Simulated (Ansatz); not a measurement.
This run works on a proposed trial structure, not on a known crystal.

Input and command of a plane-wave DFT calculation in Ansatz:

```yaml
crystal:
  lattice:
    - [-2.1051808138, 6.421278403, 3.0296176403]
    - [2.1051808138, -6.421278403, 3.0296176403]
    - [2.1051808138, 6.421278403, -3.0296176403]
  atoms:
    - { symbol: Si, position: [0.7922250373, 0.3613087678, 0.4309162695] }
    - { symbol: Si, position: [0.2077749627, 0.6386912322, 0.5690837305] }
    - { symbol: Si, position: [0.4303924984, 0.3613087678, 0.0690837305] }
    - { symbol: Si, position: [0.5696075016, 0.6386912322, 0.9309162695] }
    - { symbol: Sn, position: [0.1601292165, 0.4101292165, 0.75] }
    - { symbol: Sn, position: [0.8398707835, 0.5898707835, 0.25] }
basis:
  ecutwfc: 420
kpoints:
  mp_grid: { grid: [10, 10, 10] }
hamiltonian:
  xc: pbe
scf:
  occupations: { method: gaussian, width: 0.1 }
output:
  forces: true
  stress: true
  eigenvalues: true
relax:
  adjacent_minimum: "off"
  f_tol: 0.01
  max_steps: 30
  cell: { stress_tol: 0.1, fix: [volume] }
```

```bash
ansatz run input.yaml --threads 1 --pin off --max-ram 2560MiB --backend cpu --events-out ev --progress --plain --runs-dir out
```

Processor: Intel(R) Xeon(R) Platinum 8488C (Sapphire Rapids), 1 thread, on a host shared with other jobs.

Task: Estimate time, memory and problem size.

Result: About 2.2 min, peak memory 0.9 GiB. It solves 28 bands at 171 k points (after reduction by symmetry) with about 3217 plane waves, in 25 SCF iterations over 4 ionic steps.
